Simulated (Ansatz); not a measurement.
CaSiI, a known structure type with other elements, at an estimated volume

```
Ca Si I
1.0
     4.24785    0.00000    0.00000
     0.00000    4.24785    0.00000
     0.00000    0.00000    9.32941
Ca Si I
2 2 2
Direct
  0.00000 0.50000 0.16000
  0.50000 0.00000 0.84000
  0.00000 0.00000 0.00000
  0.50000 0.50000 0.00000
  0.00000 0.50000 0.67500
  0.50000 0.00000 0.32500
```

Single point in Ansatz 0.2.0 with PBE, no spin polarisation. Cutoff 420 eV, PAW datasets, 8×8×4 Γ-centred k mesh, fermi-dirac filling (width 0.1 eV).

Task: Where is the largest force?

Result: The largest is on Ca1 (and as large on other atoms): 4.20 eV/Å, components (0.00, 0.00, 4.20). It makes 125° with the line to a nearest neighbour, Si3 at 2.60 Å.

Task: What happens at the Fermi level?

Result: It is a metal, with about 7.2 states/eV a cell as the mean within 0.25 eV of the Fermi level, mostly Si p (64 %) and I p (24 %).

Task: Is the cell too large or too small?

Result: The pressure is 8.1 GPa (compression positive), so with the atoms held at these fractions the cell would first expand; the forces are large, so a full relaxation may end otherwise. The principal stresses 6.0, 6.0, 12.3 GPa differ, so its shape would change too.

Task: What is the formation energy?

Result: 0.01 eV an atom against the elements' usual phases (free molecules for gases, crystals otherwise, with no correction for O₂ or N₂), too near zero to call. Relaxing would lower it.

Origin: a known structure type with other elements, at an estimated volume, so it need not be a known compound. Caveats: many states at the Fermi level without spin polarisation, so a magnetic state may lie lower; atoms or cell far from equilibrium.
